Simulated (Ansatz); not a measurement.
TaAg:
```yaml
crystal:
  lattice:
    - [1.34280, -5.74427, 0.00000]
    - [1.34280, 5.74427, 0.00000]
    - [0.00000, 0.00000, 4.52859]
  atoms:
    - { symbol: Ta, position: [0.68202, 0.31798, 0.25000] }
    - { symbol: Ag, position: [0.93646, 0.06354, 0.25000] }
    - { symbol: Ta, position: [0.31798, 0.68202, 0.75000] }
    - { symbol: Ag, position: [0.06354, 0.93646, 0.75000] }
```

Relaxed with r²SCAN.

Problem. Give the Bader charges and basin volumes of the independent atoms, DFT-r²SCAN in the program Ansatz with PAW potentials.

Solution. 

```json
[
 {"atom": "Ta1", "Bader charge (e)": "+0.49", "Bader volume (Å³)": "17.3"},
 {"atom": "Ag2", "Bader charge (e)": "-0.49", "Bader volume (Å³)": "17.6"}
]
```

Space group Cmcm. The start of the workflow was typed in or built on a structure type; neither database checked (COD, Materials Project) lists it. Whether it is the stable phase at ambient conditions was not checked. The r²SCAN relaxation kept the symmetry of its start; its stability against distortions is not shown here. No spin polarisation was allowed. Its formation energy is positive at this level, so the cell may be metastable or incomplete. Scalar-relativistic: spin–orbit coupling is off unless named, which matters more the heavier the elements.

Potentials: the later of the program's two PAW sets.
